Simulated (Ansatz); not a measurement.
GaRu3C:
```
GaRu3C
1.0
    3.99561     0.00000     0.00000
    0.00000     3.99561     0.00000
    0.00000     0.00000     3.99561
Ga Ru C
1 3 1
Direct
  0.00000   0.00000   0.00000
  0.00000   0.50000   0.50000
  0.50000   0.00000   0.50000
  0.50000   0.50000   0.00000
  0.50000   0.50000   0.50000
```

Relaxed with r²SCAN. Special points in fractions of this cell's reciprocal vectors: Γ (0.000, 0.000, 0.000); X (0.000, 0.500, 0.000); M (0.500, 0.500, 0.000); R (0.500, 0.500, 0.500).

**Question.** List the band energies nearest the Fermi level at these points for r²SCAN with spin–orbit coupling in the plane-wave PAW code Ansatz.

**Answer.** In eV from the Fermi level; about four levels below and three above (degenerate sets whole), none deeper than 8.9 eV; points with the same levels are listed once.

```json
[
 {"k": "Γ", "below": "-0.60 -0.60 -0.60 -0.60", "above": "1.46 1.46 1.46 1.46"},
 {"k": "X", "below": "-0.73 -0.73 -0.03 -0.03", "above": "1.56 1.56 1.85 1.85"},
 {"k": "M", "below": "-0.58 -0.58 -0.12 -0.12", "above": "0.30 0.30 2.15 2.15"},
 {"k": "R", "below": "-0.22 -0.22 -0.22 -0.22", "above": "1.18 1.18 1.30 1.30 1.30 1.30"}
]
```

Space group Pm-3m (anti-perovskite). The start of the workflow was typed in or built on a structure type; neither database checked (COD, Materials Project) lists it. Whether it is the stable phase at ambient conditions was not checked. The r²SCAN relaxation kept the symmetry of its start; whether a distortion lowers the energy is not shown. The run is not spin-polarised.

Potentials: the later of the program's two PAW sets.
